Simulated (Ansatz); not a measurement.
# What one resistivity implies

Candidates compared on computed values. Surface loss at microwave frequencies, Drude damping in the near infrared and electronic heat conduction all follow from the resistivity and the plasma energy of a metal.

The reference row is fcc Ag. Frequency 30 GHz, photon energy 1.0 eV, T = 300 K, Lorenz number 2.44×10⁻⁸ WΩ/K². All rows are cubic metals, run without spin polarisation.

### Data

Methods, by column (Ansatz, a plane-wave PAW program): resistivity, plasma energy, N(E_F): PBEsol, Boltzmann equation with harmonic phonons, 300 K, mean over directions.

The figures follow from the printed values by these rules: R_s = √(πfμ₀ρ) = 6.283 mΩ × √(f ρ); ħγ = ħε₀ω_p²ρ = 0.1345 meV × (ħω_p)² ρ; quality = ω/γ; κ_e = L₀T/ρ = 732/ρ.

| crystal | ρ (μΩ·cm) | ħω_p (eV) | N(E_F) (states/eV/atom) | surface resistance (mΩ) | damping ħγ (meV) | Drude quality | electronic κ (W/(m·K)) |
|---|---|---|---|---|---|---|---|
| ZrMo2 (Fd-3m, cF24) | 13 | 5.1 | 0.53 | 120 | 45.5 | 22 | 56 |
| ZrW2 (Fd-3m, cF24) | 12 | 4.7 | 0.44 | 120 | 35.7 | 28 | 61 |
| Be2Ag (Fd-3m, cF24) | 6.1 | 5.8 | 0.14 | 85 | 27.6 | 36 | 120 |
| fcc Ag, reference | 1.6 | 9.2 | 0.26 | 44 | 18.2 | 55 | 460 |

Whether these are the forms stable at ambient conditions was not checked: ZrMo2 (Fd-3m, cF24); ZrW2 (Fd-3m, cF24); Be2Ag (Fd-3m, cF24). Spin–orbit coupling is left out unless named.

### Worked example

Arithmetic for ZrMo2 (Fd-3m, cF24):

1. R_s = 6.283 × √(30 × 13) = 120 mΩ
2. ħγ = 0.1345 × 5.1² × 13 = 45.5 meV
3. Drude quality: 1000/45.5 = 22
4. κ_e = 732/13 = 56 W/(m·K)

### Result

In order of Drude quality, highest first: fcc Ag (55 ± 10), Be2Ag (Fd-3m, cF24) (36 ± 6.8) ≈ ZrW2 (Fd-3m, cF24) (28 ± 5.3) ≈ ZrMo2 (Fd-3m, cF24) (22 ± 4.1). The ± follows from allowances picked for this note (resistivity 12 %, plasma energy 4 %, 12 % for the model), carried to first order and added in quadrature; ≈ joins neighbours closer than their two ± added in quadrature. 0 of the 3 others clearly beat the reference on this figure.

The trade-off between high Drude quality and high plasma energy leaves these rows undominated: fcc Ag (55, 9.2). The reference is on the front.

### Caveats

Only phonon scattering is included, so films lose more. Interband absorption, often the larger optical loss, is outside the Drude quality. Resistivities move by up to 12 % from half the mesh. The rows are a sample of cubic metals; oxides, V to Ni (no spin in these runs) and Tl, Pb, Bi were not drawn. Limits of the draw: cubic metals without O, V to Ni, Tl, Pb or Bi. As a rule kept out of such tables: 4f compounds, open-shell compounds run without a Hubbard term, cells found unstable in the tests at hand, cells close to a higher symmetry, and runs set to a pressure or over 12 % in volume from the crystal's fullest run.
